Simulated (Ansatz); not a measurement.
LaN:
```cif
data_LaN
_chemical_formula_sum 'La1 N1'
_space_group_name_H-M_alt 'P 1'
_space_group_IT_number 1
_cell_length_a 3.16595
_cell_length_b 3.16595
_cell_length_c 3.16595
_cell_angle_alpha 90.000
_cell_angle_beta 90.000
_cell_angle_gamma 90.000
loop_
_space_group_symop_operation_xyz
  'x, y, z'
loop_
_atom_site_label
_atom_site_type_symbol
_atom_site_fract_x
_atom_site_fract_y
_atom_site_fract_z
_atom_site_occupancy
La1 La 0.00000 0.00000 0.00000 1
N1 N 0.50000 0.50000 0.50000 1
```

Relaxed with r²SCAN.

**Question.** Tabulate the valence density and the electron localisation function along the shortest La–N contact (2.74 Å), plane-wave PAW r²SCAN (Ansatz code).

**Answer.** 

```
distance from La (Å)  density (e/Å³)   ELF
--------------------  --------------  ----
0.27                            1.78  0.11
0.41                            1.72  0.37
0.55                            1.68  0.64
0.69                            1.54  0.78
0.82                            1.26  0.82
0.96                            0.89  0.79
1.10                            0.58  0.62
1.23                            0.37  0.33
1.37                            0.28  0.18
1.51                            0.27  0.23
1.65                            0.33  0.44
1.78                            0.47  0.68
1.92                            0.72  0.79
2.06                            1.15  0.82
2.19                            1.90  0.79
2.33                            2.81  0.65
2.47                            3.32  0.35
```

The density is the valence pseudo-density with augmentation charge, so density and ELF within about 1 Å of a nucleus are not all-electron values.

Space group Pm-3m (CsCl type). The start of the workflow was typed in or built on a structure type; neither database checked (COD, Materials Project) lists it. COD files the formula under space group No. 225, so this cell is another polymorph or a model. Whether it is the stable phase at ambient conditions was not checked. The cell was relaxed with r²SCAN under the symmetry of its start. At this level the phase is mechanically unstable. Spin–orbit coupling is left out wherever it is not named.

Potentials: the earlier of the program's two PAW sets.
